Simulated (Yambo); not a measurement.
Absorption of YPO$_{4}$ (space group I4_1/amd, No. 141) with and without the electron-hole interaction (Yambo, PBEsol bands; 4×4×4 mesh, 16 valence and 14 conduction bands, static screening with 93 bands and a 3 Ry block, scissor 2.32 eV, Tamm-Dancoff; field along x). Axes are Cartesian, with cell vectors (Å) (-3.44, 3.44, 3.01), (3.44, -3.44, 3.01), (3.44, 3.44, -3.01).

| E (eV) | Im ε, BSE | Im ε, independent quasiparticles |
|---|---|---|
| 6.40 | 0.17 | 0.04 |
| 6.50 | 0.19 | 0.04 |
| 6.60 | 0.22 | 0.05 |
| 6.70 | 0.27 | 0.05 |
| 6.80 | 0.33 | 0.05 |
| 6.90 | 0.41 | 0.06 |
| 7.00 | 0.54 | 0.06 |
| 7.10 | 0.74 | 0.07 |
| 7.20 | 1.11 | 0.07 |
| 7.30 | 1.86 | 0.08 |
| 7.40 | 3.43 | 0.08 |
| 7.50 | 5.44 | 0.09 |
| 7.60 | 4.45 | 0.10 |
| 7.70 | 2.61 | 0.12 |
| 7.80 | 1.79 | 0.13 |
| 7.90 | 1.58 | 0.15 |
| 8.00 | 1.68 | 0.18 |
| 8.10 | 1.86 | 0.22 |
| 8.20 | 2.09 | 0.28 |
| 8.30 | 2.36 | 0.39 |
| 8.40 | 2.80 | 0.56 |
| 8.50 | 3.55 | 0.75 |
| 8.60 | 4.51 | 1.06 |
| 8.70 | 5.89 | 1.51 |
| 8.80 | 6.59 | 1.73 |
| 8.90 | 5.99 | 1.68 |
| 9.00 | 5.05 | 1.57 |
| 9.10 | 4.32 | 1.58 |
| 9.20 | 4.07 | 1.76 |
| 9.30 | 3.62 | 1.84 |
| 9.40 | 3.30 | 1.83 |
| 9.50 | 3.11 | 1.96 |
| 9.60 | 3.01 | 2.01 |
| 9.70 | 2.85 | 2.00 |
| 9.80 | 2.90 | 2.19 |
| 9.90 | 2.71 | 2.49 |
| 10.00 | 2.80 | 2.84 |
| 10.10 | 2.67 | 3.50 |
| 10.20 | 2.57 | 3.85 |
| 10.30 | 2.39 | 3.71 |
| 10.40 | 2.65 | 3.58 |
| 10.50 | 2.62 | 3.43 |
| 10.60 | 2.72 | 3.45 |
| 10.70 | 2.58 | 3.62 |
| 10.80 | 2.58 | 3.64 |
| 10.90 | 2.31 | 3.51 |
| 11.00 | 2.21 | 3.45 |
| 11.10 | 2.07 | 3.47 |
| 11.20 | 1.91 | 3.31 |
| 11.30 | 1.77 | 3.21 |
| 11.40 | 1.48 | 3.25 |
| 11.50 | 1.43 | 3.12 |
| 11.60 | 1.30 | 3.01 |
| 11.70 | 1.33 | 2.96 |
| 11.80 | 1.27 | 3.12 |
| 11.90 | 1.31 | 3.35 |
| 12.00 | 1.29 | 3.40 |
| 12.10 | 1.25 | 3.36 |
| 12.20 | 1.27 | 3.58 |
| 12.30 | 1.15 | 3.81 |
| 12.40 | 1.08 | 3.78 |
| 12.50 | 0.89 | 3.71 |
| 12.60 | 0.85 | 3.84 |
| 12.70 | 0.81 | 3.80 |
| 12.80 | 0.83 | 3.49 |

The scissor comes from a G0W0 run whose convergence isn't established. Broadening 0.15 eV. The band window holds all transitions up to 12.8 eV. Fine structure above the onset can come from the mesh.

Geometry of the Materials Project entry, not relaxed at this level; primitive cell a = b = c = 5.7277 Å, α = β = 106.05°, γ = 116.55°.
